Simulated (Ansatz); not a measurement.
NbRu:
```cif
data_NbRu
_chemical_formula_sum 'Ru1 Nb1'
_space_group_name_H-M_alt 'P4/mmm'
_space_group_IT_number 123
_space_group_name_Hall '-P 4 2'
_cell_length_a 3.04712
_cell_length_b 3.04712
_cell_length_c 3.39715
_cell_angle_alpha 90.000
_cell_angle_beta 90.000
_cell_angle_gamma 90.000
loop_
_atom_site_label
_atom_site_type_symbol
_atom_site_symmetry_multiplicity
_atom_site_Wyckoff_symbol
_atom_site_fract_x
_atom_site_fract_y
_atom_site_fract_z
_atom_site_occupancy
Ru1 Ru 1 d 0.50000 0.50000 0.50000 1
Nb1 Nb 1 a 0.00000 0.00000 0.00000 1
```

Relaxed at zero pressure with r²SCAN in the plane-wave PAW code Ansatz.

### Question
The volume is raised by 6 % and shape and atoms relax at that volume. What pressure results, and how do the axes share the change?

### Answer
-12.8 GPa; a 1.9 %, b 1.9 %, c 2.0 %; the energy rises by 40 meV/atom.

### Question
Give the new structure.

### Answer

Space group P4/mmm (No. 123); a = b = 3.1057 Å, c = 3.4664 Å, α = β = γ = 90.00°

| atom | site | symmetry | x | y | z |
|---|---|---|---|---|---|
| Ru | 1d | 4/mmm | 0.5000 | 0.5000 | 0.5000 |
| Nb | 1a | 4/mmm | 0.0000 | 0.0000 | 0.0000 |

The phase is kept; no other phase was compared at this pressure.

The workflow started from an entry of the Crystallography Open Database (COD), which files this formula under 2 space groups. Whether it is the stable phase at ambient conditions was not checked. Symmetry was held in the r²SCAN relaxation; its stability against distortions is not shown here. No spin polarisation was allowed. Axis ratios of metals converge slowly with the k-mesh, so a and c are less sure than the volume.

Potentials: the later of the program's two PAW sets.
